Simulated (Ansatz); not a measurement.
**PIr: levels along high-symmetry lines**

```
Ir P
1.0
     0.00000    2.46480    2.46480
     2.46480    0.00000    2.46480
     2.46480    2.46480    0.00000
Ir P
1 1
Direct
  0.00000 0.00000 0.00000
  0.50000 0.50000 0.50000
```

Atoms are numbered in the order listed.

The cell was built from the rocksalt type and relaxed in the same program, and has space group Fm-3m; it needn't be a known or the stable phase.

Spin–orbit coupling is left out, though it moves levels of the heavy atoms by tenths of an eV or more.

These are results of DFT, PBE, all-electron LAPW, scalar-relativistic (Ansatz 0.2.0), not measurements.

Numerical set-up: a Γ-centred 13×13×13 k mesh, Fermi–Dirac smearing of 0.05 eV, basis error target 0.5 meV/atom, no spin polarisation.

Points in fractions of the reciprocal vectors of this cell: Γ (0, 0, 0), X (0.5, 0, 0.5), U (0.625, 0.25, 0.625), K (0.375, 0.375, 0.75), L (0.5, 0.5, 0.5), W (0.5, 0.25, 0.75). The path joins them by straight lines in the order Γ–X–U–K–Γ–L–W–X; legs that retrace an earlier one aren't tabulated. Energies are in eV from the Fermi level.

**Question.** Metal or insulator at this level of theory?

**Answer.** No gap opens: metallic or semimetallic.

**Question.** Tabulate bands 24 to 30, counted from the lowest band of the run, along the path.

**Answer.** 
```csv
k (1/Å),point,band 24,band 25,band 26,band 27,band 28,band 29,band 30
0.00,Γ,-3.11,-2.98,-2.98,0.22,0.22,0.22,6.10
0.32,,-3.17,-3.17,-2.87,0.54,0.54,0.97,7.68
0.64,,-3.09,-3.09,-2.59,0.76,0.76,1.94,6.44
0.96,,-2.60,-2.60,-2.29,0.05,0.05,2.02,2.82
1.27,X,-2.16,-2.07,-2.07,-0.70,-0.70,-0.13,3.17
1.39,,-2.82,-2.24,-1.33,-0.72,-0.66,-0.02,3.37
1.50,,-3.43,-2.50,-0.78,-0.55,-0.47,0.13,3.93
1.61,,-3.96,-2.53,-0.88,-0.37,0.19,0.45,4.70
1.73,U,-4.39,-2.32,-1.02,-0.14,0.14,1.44,5.46
1.92,,-4.73,-1.88,-1.07,-0.42,0.40,1.53,6.49
2.12,,-4.94,-1.46,-1.06,-0.77,0.64,1.33,8.05
2.31,,-4.73,-1.88,-1.07,-0.42,0.40,1.53,6.49
2.51,K,-4.39,-2.32,-1.02,-0.14,0.14,1.44,5.46
2.84,,-5.10,-1.63,-1.17,-0.28,0.62,4.57,5.91
3.18,,-4.53,-2.35,-1.70,0.01,0.93,4.93,6.85
3.52,,-3.63,-2.90,-2.66,0.00,0.57,1.93,7.59
3.86,Γ,-3.11,-2.98,-2.98,0.22,0.22,0.22,6.10
4.13,,-3.61,-2.87,-2.87,-0.29,1.15,1.15,7.14
4.41,,-4.53,-2.30,-2.30,-0.71,2.94,2.94,6.97
4.69,,-5.17,-1.59,-1.59,-0.60,4.79,4.79,4.96
4.96,L,-5.39,-1.24,-1.24,-0.42,4.06,6.15,6.15
5.19,,-5.29,-1.32,-1.26,-0.54,3.89,4.52,5.35
5.41,,-5.05,-1.38,-1.34,-0.73,2.52,2.62,6.37
5.64,,-4.94,-1.46,-1.06,-0.77,0.64,1.33,8.05
5.86,W,-5.29,-0.96,-0.73,-0.73,-0.70,0.65,8.33
6.02,,-5.12,-1.06,-0.99,-0.70,-0.59,0.62,6.72
6.18,,-4.40,-1.50,-1.09,-0.70,-0.60,0.46,4.85
6.34,,-3.28,-1.90,-1.36,-0.70,-0.67,0.10,3.59
6.50,X,-2.16,-2.07,-2.07,-0.70,-0.70,-0.13,3.17
```
